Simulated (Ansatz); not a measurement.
Relaxed-ion elastic tensor of PbSe (rock salt, space group No. 225) in GPa (Voigt order), the program Ansatz at the PBE level (PAW); density 7.91 g/cm³, 30.04 Å³ per atom.

```
 115  12.4  12.4   0.0   0.0   0.0
12.4   115  12.4   0.0   0.0   0.0
12.4  12.4   115   0.0   0.0   0.0
 0.0   0.0   0.0  17.3   0.0   0.0
 0.0   0.0   0.0   0.0  17.3   0.0
 0.0   0.0   0.0   0.0   0.0  17.3
```

Q: Is the crystal mechanically stable?

A: Yes: the smallest eigenvalue of C is 17.3 GPa.

Q: Work out the Voigt, Reuss and Hill averages.

A: K_V = 46.7, K_R = 46.7, K_H = 46.7; G_V = 31.0, G_R = 23.6, G_H = 27.3 GPa.

Q: Give Young's modulus, Poisson's ratio, Pugh's ratio and the universal anisotropy index.

A: E = 9KG/(3K + G) = 68.5 GPa; ν = 0.26; K/G = 1.71 (near the Pugh limit of 1.75, no verdict); A_U = 5G_V/G_R + K_V/K_R − 6 = 1.57.

Q: Estimate the sound speeds and the Debye temperature.

A: v_l = √((K + 4G/3)/ρ) = 3240 m/s, v_t = √(G/ρ) = 1860 m/s, mean 2060 m/s; Θ = (h/k)(3n/4πV)^(1/3) v_m = 198 K.

Q: Give the Zener ratio and Young's modulus along [100], [110] and [111].

A: A = 2C44/(C11 − C12) = 0.34; 1/E = S11 − 2(S11 − S12 − S44/2)Γ with Γ = 0, 1/4, 1/3 gives 113, 54.2, 46.2 GPa.

Space group Fm-3m (rock salt). The PBE relaxation kept the symmetry of its start; of distortions, only those at the zone centre were tested. Spin–orbit coupling is left out wherever it is not named.

Potentials: the later of the program's two PAW sets.
